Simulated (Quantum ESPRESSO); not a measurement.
# Ga2SiMgN4: finding a planted mistake in a log

Simulated, not a measurement. The program is pw.x of Quantum ESPRESSO 7.5 (plane-wave density functional theory). The cell is made up: 8 atoms on a zincblende/diamond lattice, with randomly drawn elements, strain and displacements, not relaxed. PseudoDojo standard norm-conserving files (v0.5 for PBE, v0.4.1 for LDA and PBEsol) set the functional; there is no spin polarisation, spin-orbit coupling or dispersion term, and the masses in the input are unused placeholders.

Intended input:

```
&control calculation='scf', pseudo_dir='./dojo.nc.sr.pbe.v0_5.standard.upf', outdir='./o', disk_io='medium', tprnfor=.true., tstress=.true. /
&system ibrav=0, nat=8, ntyp=4, nbnd=36, ecutwfc=84.00895049, nosym=.true., tot_charge=0,
 occupations='smearing', smearing='fd', degauss=0.0018374661
/
&electrons conv_thr=7.350e-09, electron_maxstep=60, /
ATOMIC_SPECIES
Ga 1.0 Ga.upf
Mg 1.0 Mg.upf
N 1.0 N.upf
Si 1.0 Si.upf
CELL_PARAMETERS angstrom
4.3672 0.0509 0.0242
0.0509 4.5057 -0.0071
0.0242 -0.0071 4.3437
ATOMIC_POSITIONS angstrom
Ga -0.0352 -0.0564 0.053
Si 0.0287 2.2596 2.1826
Ga 2.1734 0.0256 2.1746
Mg 2.1866 2.2966 0.0293
N 1.0897 1.0842 1.0542
N 1.1496 3.3937 3.2748
N 3.3213 1.1789 3.236
N 3.3452 3.4132 1.0996
K_POINTS automatic
4 4 4 1 1 1
```

The log is shortened where brackets say so; the opening notice, blank lines, dates and the lines on written files are dropped, and the path of the files is cut. It prints rydbergs, bohrs and kilobars, and counts compression as positive stress.

Log of the intended run:

```
     Program PWSCF v.7.5
     Parallel version (MPI & OpenMP), running on       1 processor cores
     Number of MPI processes:                 1
     Threads/MPI process:                     1
     [start-up lines left out]
     bravais-lattice index     =            0
     lattice parameter (alat)  =       8.2535  a.u.
     unit-cell volume          =     576.7000 (a.u.)^3
     number of atoms/cell      =            8
     number of atomic types    =            4
     number of electrons       =        60.00
     number of Kohn-Sham states=           36
     kinetic-energy cutoff     =      84.0090  Ry
     charge density cutoff     =     336.0358  Ry
     scf convergence threshold =      7.3E-09
     mixing beta               =       0.7000
     number of iterations used =            8  plain     mixing
     Exchange-correlation= PBE
                           (   1   4   3   4   0   0   0)
     [axes and pseudopotential details left out]
   Cartesian axes
     site n.     atom                  positions (alat units)
         1        Ga     tau(   1) = (  -0.0080594  -0.0129134   0.0121349  )
         2        Si     tau(   2) = (   0.0065712   0.5173594   0.4997294  )
         3        Ga     tau(   3) = (   0.4976230   0.0058614   0.4978977  )
         4        Mg     tau(   4) = (   0.5006453   0.5258309   0.0067085  )
         5        N      tau(   5) = (   0.2494984   0.2482391   0.2413703  )
         6        N      tau(   6) = (   0.2632131   0.7770236   0.7498002  )
         7        N      tau(   7) = (   0.7604468   0.2699217   0.7409165  )
         8        N      tau(   8) = (   0.7659190   0.7814883   0.2517651  )
     number of k points=    32  Fermi-Dirac smearing, width (Ry)=  0.0018
                       cart. coord. in units 2pi/alat
        k(    1) = (   0.1229183   0.1199764   0.1251980), wk =   0.0625000
        k(    2) = (   0.1215205   0.1203883   0.3765800), wk =   0.0625000
     [further k points left out]
     Dense  grid:    59925 G-vectors     FFT dimensions: (  50,  50,  48)
     Estimated max dynamical RAM per process >      76.17 MB
     Initial potential from superposition of free atoms
     starting charge      59.9932, renormalised to      60.0000
     Starting wfcs are   43 randomized atomic wfcs
     total cpu time spent up to now is        5.9 secs
     per-process dynamical memory:    44.8 Mb
     Self-consistent Calculation
     iteration #  1     ecut=    84.01 Ry     beta= 0.70
     Davidson diagonalization with overlap
     ethr =  1.00E-02,  avg # of iterations =  3.2
     total cpu time spent up to now is       17.9 secs
     total energy              =    -515.43890615 Ry
     estimated scf accuracy    <       2.28937730 Ry
     iteration #  2     ecut=    84.01 Ry     beta= 0.70
     Davidson diagonalization with overlap
     ethr =  3.82E-03,  avg # of iterations =  2.5
     total cpu time spent up to now is       32.3 secs
     total energy              =    -516.12840737 Ry
     estimated scf accuracy    <       1.90985797 Ry
     [iterations 3 to 10 left out]
     iteration # 11     ecut=    84.01 Ry     beta= 0.70
     Davidson diagonalization with overlap
     ethr =  2.69E-10,  avg # of iterations =  3.4
     total cpu time spent up to now is      135.0 secs
     total energy              =    -516.45618649 Ry
     estimated scf accuracy    <       0.00000001 Ry
     iteration # 12     ecut=    84.01 Ry     beta= 0.70
     Davidson diagonalization with overlap
     ethr =  1.73E-11,  avg # of iterations =  2.3
     total cpu time spent up to now is      143.5 secs
     End of self-consistent calculation
     [lines on levels left out]
!    total energy              =    -516.45618649 Ry
     estimated scf accuracy    <          6.2E-09 Ry
     smearing contrib. (-TS)   =       0.00000000 Ry
     internal energy E=F+TS    =    -516.45618649 Ry
     The total energy is F=E-TS. E is the sum of the following terms:
     one-electron contribution =    -208.91567060 Ry
     hartree contribution      =     148.59837892 Ry
     xc contribution           =    -128.01246490 Ry
     ewald contribution        =    -328.12642991 Ry
     convergence has been achieved in  12 iterations
     Forces acting on atoms (cartesian axes, Ry/au):
     atom    1 type  1   force =     0.01244306    0.05849072   -0.05383590
     atom    2 type  4   force =     0.00536933   -0.02426645   -0.00227173
     atom    3 type  1   force =     0.01038547    0.00928392    0.02329824
     atom    4 type  2   force =     0.01678445   -0.02607800    0.00577745
     atom    5 type  3   force =    -0.07584164    0.07811258    0.09238442
     atom    6 type  3   force =    -0.09225969   -0.04946982   -0.11244446
     atom    7 type  3   force =     0.07589972    0.03418378   -0.06482821
     atom    8 type  3   force =     0.04721930   -0.08025672    0.11192018
     Total force =     0.291804     Total SCF correction =     0.000076
     Computing stress (Cartesian axis) and pressure
          total   stress  (Ry/bohr**3)                   (kbar)     P=      114.51
   0.00095552  -0.00013738  -0.00019341          140.56      -20.21      -28.45
  -0.00013738   0.00047215  -0.00012626          -20.21       69.46      -18.57
  -0.00019341  -0.00012626   0.00090768          -28.45      -18.57      133.52
     init_run     :      5.42s CPU      5.78s WALL (       1 calls)
     electrons    :    128.57s CPU    137.56s WALL (       1 calls)
     forces       :      1.42s CPU      1.45s WALL (       1 calls)
     stress       :      4.60s CPU      4.63s WALL (       1 calls)
     [timing details left out]
     PWSCF        :   2m20.18s CPU   2m29.67s WALL
     JOB DONE.
```

A second run was made from an input with one planted mistake. Its log:

```
     Program PWSCF v.7.5
     Parallel version (MPI & OpenMP), running on       1 processor cores
     Number of MPI processes:                 1
     Threads/MPI process:                     1
     [start-up lines left out]
     bravais-lattice index     =            0
     lattice parameter (alat)  =       8.2535  a.u.
     unit-cell volume          =     576.7000 (a.u.)^3
     number of atoms/cell      =            8
     number of atomic types    =            4
     number of electrons       =        60.00
     number of Kohn-Sham states=           36
     kinetic-energy cutoff     =      84.0090  Ry
     charge density cutoff     =     336.0358  Ry
     scf convergence threshold =      7.3E-09
     mixing beta               =       0.7000
     number of iterations used =            8  plain     mixing
     Exchange-correlation= PBE
                           (   1   4   3   4   0   0   0)
     [axes and pseudopotential details left out]
   Cartesian axes
     site n.     atom                  positions (alat units)
         1        Mg     tau(   1) = (  -0.0080594  -0.0129134   0.0121349  )
         2        Si     tau(   2) = (   0.0065712   0.5173594   0.4997294  )
         3        Ga     tau(   3) = (   0.4976230   0.0058614   0.4978977  )
         4        Ga     tau(   4) = (   0.5006453   0.5258309   0.0067085  )
         5        N      tau(   5) = (   0.2494984   0.2482391   0.2413703  )
         6        N      tau(   6) = (   0.2632131   0.7770236   0.7498002  )
         7        N      tau(   7) = (   0.7604468   0.2699217   0.7409165  )
         8        N      tau(   8) = (   0.7659190   0.7814883   0.2517651  )
     number of k points=    32  Fermi-Dirac smearing, width (Ry)=  0.0018
                       cart. coord. in units 2pi/alat
        k(    1) = (   0.1229183   0.1199764   0.1251980), wk =   0.0625000
        k(    2) = (   0.1215205   0.1203883   0.3765800), wk =   0.0625000
     [further k points left out]
     Dense  grid:    59925 G-vectors     FFT dimensions: (  50,  50,  48)
     Estimated max dynamical RAM per process >      76.17 MB
     Initial potential from superposition of free atoms
     starting charge      59.9932, renormalised to      60.0000
     Starting wfcs are   43 randomized atomic wfcs
     total cpu time spent up to now is        5.5 secs
     per-process dynamical memory:    44.8 Mb
     Self-consistent Calculation
     iteration #  1     ecut=    84.01 Ry     beta= 0.70
     Davidson diagonalization with overlap
     ethr =  1.00E-02,  avg # of iterations =  3.2
     total cpu time spent up to now is       16.7 secs
     total energy              =    -515.41546215 Ry
     estimated scf accuracy    <       2.31185666 Ry
     iteration #  2     ecut=    84.01 Ry     beta= 0.70
     Davidson diagonalization with overlap
     ethr =  3.85E-03,  avg # of iterations =  2.7
     total cpu time spent up to now is       28.2 secs
     total energy              =    -516.10048172 Ry
     estimated scf accuracy    <       2.01415183 Ry
     [iterations 3 to 10 left out]
     iteration # 11     ecut=    84.01 Ry     beta= 0.70
     Davidson diagonalization with overlap
     ethr =  3.29E-10,  avg # of iterations =  2.9
     total cpu time spent up to now is      111.2 secs
     total energy              =    -516.44954264 Ry
     estimated scf accuracy    <          9.2E-09 Ry
     iteration # 12     ecut=    84.01 Ry     beta= 0.70
     Davidson diagonalization with overlap
     ethr =  1.54E-11,  avg # of iterations =  2.5
     total cpu time spent up to now is      120.2 secs
     End of self-consistent calculation
     [lines on levels left out]
!    total energy              =    -516.44954264 Ry
     estimated scf accuracy    <          3.6E-09 Ry
     smearing contrib. (-TS)   =       0.00000000 Ry
     internal energy E=F+TS    =    -516.44954264 Ry
     The total energy is F=E-TS. E is the sum of the following terms:
     one-electron contribution =    -207.53738843 Ry
     hartree contribution      =     147.91438904 Ry
     xc contribution           =    -127.99769992 Ry
     ewald contribution        =    -328.82884332 Ry
     convergence has been achieved in  12 iterations
     Forces acting on atoms (cartesian axes, Ry/au):
     atom    1 type  2   force =     0.00400404    0.05972616   -0.05440494
     atom    2 type  4   force =     0.00061064   -0.02203033   -0.00572927
     atom    3 type  1   force =     0.01412189    0.00721815    0.02124991
     atom    4 type  1   force =     0.01739759   -0.02754882   -0.00107261
     atom    5 type  3   force =    -0.02953951    0.13400047    0.09493628
     atom    6 type  3   force =    -0.04721710   -0.09703998   -0.10976606
     atom    7 type  3   force =     0.04082997    0.07895335   -0.06247794
     atom    8 type  3   force =    -0.00020753   -0.13327901    0.11726463
     Total force =     0.321998     Total SCF correction =     0.000079
     Computing stress (Cartesian axis) and pressure
          total   stress  (Ry/bohr**3)                   (kbar)     P=      112.34
   0.00078911  -0.00012008  -0.00022381          116.08      -17.66      -32.92
  -0.00012008   0.00058816  -0.00013983          -17.66       86.52      -20.57
  -0.00022381  -0.00013983   0.00091375          -32.92      -20.57      134.42
     init_run     :      4.93s CPU      5.33s WALL (       1 calls)
     electrons    :    103.98s CPU    114.76s WALL (       1 calls)
     forces       :      1.29s CPU      1.32s WALL (       1 calls)
     stress       :      5.13s CPU      5.19s WALL (       1 calls)
     [timing details left out]
     PWSCF        :   1m55.51s CPU   2m 6.89s WALL
     JOB DONE.
```

Question: what was wrong in the second input?

Answer: two atoms have their elements exchanged. The input lines that differ, file-writing options aside:

```
- Ga -0.0352 -0.0564 0.053
+ Mg -0.0352 -0.0564 0.053
- Mg 2.1866 2.2966 0.0293
+ Ga 2.1866 2.2966 0.0293
```

```
                                            intended run  run with the mistake
                          free energy (eV)     -7026.744             -7026.654
                    smearing term -TS (eV)        0.0000                0.0000
                            pressure (GPa)         11.45                 11.23
            largest force component (eV/Å)         2.891                 3.445
largest change of a force component (eV/Å)                               1.437
                                iterations            12                    12
```

For scale, a rerun of the intended cell at 1437 eV and a 6 x 6 x 6 mesh moved values by no more than 0.004 eV in energy, 0.02 GPa in stress and 0.004 eV/Å in force.